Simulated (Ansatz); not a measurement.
Computed properties of FeCo

FeCo:
```cif
data_CoFe
_chemical_formula_sum 'Fe1 Co1'
_space_group_name_H-M_alt 'P 1'
_space_group_IT_number 1
_cell_length_a 2.80048
_cell_length_b 2.80048
_cell_length_c 2.80048
_cell_angle_alpha 90.000
_cell_angle_beta 90.000
_cell_angle_gamma 90.000
loop_
_space_group_symop_operation_xyz
  'x, y, z'
loop_
_atom_site_label
_atom_site_type_symbol
_atom_site_fract_x
_atom_site_fract_y
_atom_site_fract_z
_atom_site_occupancy
Fe1 Fe 0.00000 0.00000 0.00000 1
Co1 Co 0.50000 0.50000 0.50000 1
```
The run is spin-polarised; directions of the spins, atom by atom: ↑ ↑.

Space group Pm-3m (No. 221), CsCl type; conventional cell a = b = c = 2.800 Å, α = β = γ = 90.00°.

Method: PBEsol in the plane-wave PAW code Ansatz. Structure relaxed to zero pressure with the same functional. Other levels are named where they apply.

Cell and energy:

Volume per atom: 10.98 Å³
Density: 8.68 g/cm³
Formation energy from the elements (no fitted shifts): -0.028 eV/atom

Electronic structure:

- Electronic character = metallic (no gap)
- Density of states at the Fermi level = 0.75 states/eV per atom (mean over ±0.08 eV)

Magnetism:

Magnetic order: ferromagnetic
Net moment: 2.22 μB per atom

Mechanics:

- Bulk modulus (Birch–Murnaghan fit): 216 GPa
- Pressure derivative B′: 4.8
- Elastic constants (relaxed ions, GPa): C11 = 294, C12 = 181, C44 = 148
- Mechanical stability: stable (all eigenvalues of C positive)
- Hill bulk and shear moduli: 219 and 101 GPa
- Young's modulus: 262 GPa
- Poisson's ratio: 0.30
- Debye temperature from the elastic constants: 510 K

Charges:

* **Bader charges**: Fe +0.19, Co -0.19 e

Symmetry was held in the PBEsol relaxation. Spin order of the final state: ferromagnetic, chosen from 5 collinear starts compared on coarse meshes (ties went to the first, and starts can fall back to one state), not a proven ground state. Textbook magnetic order: ferromagnetic. As this level gives no gap, shear constants depend on the k-mesh and smearing (Fermi–Dirac, 0.1 eV here). The references are the lowest solids computed at this level, not always the standard phases.

Potentials: the later of the program's two PAW sets.
